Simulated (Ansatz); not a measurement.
## From the elastic tensor of MgCd3Se4 to moduli and sound speeds

The calculation used Ansatz, DFT PBE, scalar-relativistic, plane waves, PAW. Cutoff 420 eV, 6×6×6 k-points (Γ-centred), fixed occupations. No spin polarisation.

Space group P-43m (No. 215), cubic, a = 6.145 Å. Around Mg lie 4 Se at 2.60 Å; Cd has 4 Se at 2.68 Å; around Se lie 1 Mg at 2.60 Å and 3 Cd at 2.68 Å.

It was reached by relaxing an invented guess, and it needn't be the stable form of this composition.

Relaxed-ion constants (GPa, on the Cartesian axes of the calculation):
```
56.6 38.8 38.8  0.0  0.0  0.0
38.8 56.6 38.8  0.0  0.0  0.0
38.8 38.8 56.6  0.0  0.0  0.0
 0.0  0.0  0.0 21.9  0.0  0.0
 0.0  0.0  0.0  0.0 21.9  0.0
 0.0  0.0  0.0  0.0  0.0 21.9
```

Density 4.848 g/cm³; 8 atoms in 232.01 Å³.

With S = C⁻¹: B_V = (C11+C22+C33+2(C12+C13+C23))/9, G_V = (C11+C22+C33−C12−C13−C23+3(C44+C55+C66))/15, 1/B_R = S11+S22+S33+2(S12+S13+S23), 15/G_R = 4(S11+S22+S33−S12−S13−S23)+3(S44+S55+S66); Hill is their mean. Then v_l = √((B+4G/3)/ρ), v_t = √(G/ρ), v_m = [(2/v_t³+1/v_l³)/3]^(−1/3) and Θ = (ħ/k_B)·v_m·(6π²n/V)^(1/3) for n atoms in the volume V; E = 9BG/(3B+G), ν = (3B−2G)/(2(3B+G)) and A^U = 5G_V/G_R + B_V/B_R − 6.

```json
{
  "Bulk modulus, Voigt / Reuss / Hill": "44.7 / 44.7 / 44.7 GPa",
  "Shear modulus, Voigt / Reuss / Hill": "16.7 / 13.8 / 15.3 GPa",
  "Young's modulus": "41 GPa",
  "Poisson ratio": "0.347",
  "Pugh ratio B/G": "2.93 (over 1.75, the rule of thumb for ductile)",
  "Universal anisotropy index": "1.03",
  "Longitudinal and transverse sound speeds": "3663 and 1774 m/s",
  "Debye temperature from the mean sound speed": "193 K"
}
```
